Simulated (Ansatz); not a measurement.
**Kick test of a cell of CaGaF3**

The cell was found from a structure generator's guess, not taken from experiment.

Method: Ansatz 0.2.0, DFT PBE, scalar-relativistic, plane waves, PAW. Cutoff 420 eV; k points 6×6×6 on the computed 10-atom cell (Γ-centred); Gaussian smearing, width 0.02 eV; no spin polarisation.

The cell below (10 atoms, space group P4/nmm (No. 129)) is relaxed within its symmetry.

```
Ca Ga F
1.0
     5.83814    0.00000    0.00000
     0.00000    5.83814    0.00000
     0.00000    0.00000    4.76062
Ca Ga F
2 2 6
Direct
  0.00000 0.00000 0.50000
  0.50000 0.50000 0.50000
  0.50000 0.00000 0.90269
  0.00000 0.50000 0.09731
  0.75000 0.75000 0.00000
  0.75000 0.25000 0.00000
  0.50000 0.00000 0.32948
  0.25000 0.25000 0.00000
  0.25000 0.75000 0.00000
  0.00000 0.50000 0.67052
```

For the test it was strained at random (σ = 1.5 % a component), the atoms were moved at random (σ = 0.15 Å), and all was relaxed again on a coarse 4×2×2 mesh (in the run’s order of axes) with 0.10 eV smearing, with no symmetry imposed.

Question: Is the structure stable against such a distortion?

Answer: It doesn't return. The energy falls by 616 meV/atom on that mesh, the volume changes by 9.3 %, and the end has space group Pmn2_1 (No. 31) at a loose tolerance. Relaxed again on a 4×6×6 mesh with 0.02 eV smearing, the new structure lies 619 meV/atom below the first (mesh in the axes of the run's cell; the cell below is made exact in the group named). Space group Pmn2_1 (No. 31), orthorhombic, a = 6.408 Å, b = 5.307 Å, c = 5.223 Å. Ca is surrounded by 5 F at 2.22–2.31 Å; around Ga lie 1 F at 1.99 Å and 2 F at 2.21 Å; around F on a site of symmetry 1 lie 1 Ga at 2.21 Å and 2 Ca at 2.25–2.31 Å; around F on a site of symmetry m lie 1 Ga at 1.99 Å and 1 Ca at 2.22 Å.

```cif
data_structure
_symmetry_space_group_name_H-M 'Pmn2_1'
_symmetry_Int_Tables_number 31
_cell_length_a 6.4076
_cell_length_b 5.3069
_cell_length_c 5.2231
_cell_angle_alpha 90.000
_cell_angle_beta 90.000
_cell_angle_gamma 90.000
_cell_volume 177.61
loop_
_atom_site_label
_atom_site_type_symbol
_atom_site_symmetry_multiplicity
_atom_site_Wyckoff_symbol
_atom_site_fract_x
_atom_site_fract_y
_atom_site_fract_z
_atom_site_occupancy
Ca1 Ca 2 a 0.50000 0.47777 0.05135 1
Ga1 Ga 2 a 0.00000 0.02602 0.14143 1
F1 F 4 b 0.71569 0.66970 0.75666 1
F2 F 2 a 0.00000 0.17913 0.79431 1
```
